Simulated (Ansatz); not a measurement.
GePd3 in space group Fm-3m (No. 225; Ge on 4a, Pd on 4b, Pd on 8c) at seven volumes, the program Ansatz at the PBE level (PAW), scaled uniformly. One row is withheld.

| V (Å³/atom) | P (GPa) |
|---|---|
| 13.840 | 19.43 |
| 14.296 | 11.69 |
| 14.752 | 5.29 |
| 15.209 | 0.00 |
| 15.665 | -4.36 |
| 16.121 | -7.93 |
| 16.577 | ? |

Problem. Fit the shown pressures and predict the withheld one.

Solution. P = (3/2)B₀(x^(7/2) − x^(5/2))[1 + (3/4)(B′ − 4)(x − 1)] with x = (V₀/V)^(2/3). Least squares on the six rows gives V₀ = 15.209 Å³/atom, B₀ = 160 GPa, B′ = 5.42. At V = 16.577, x = 0.9442 and P = -10.91 GPa. The run itself gave -10.87 GPa.

The cell is a constructed one: a structure type filled with these elements; neither database checked (COD, Materials Project) lists it. Its standing as an ambient phase is unchecked. The PBE relaxation kept the symmetry of its start; its stability against distortions is not shown here. The run is not spin-polarised.

Potentials: the later of the program's two PAW sets.
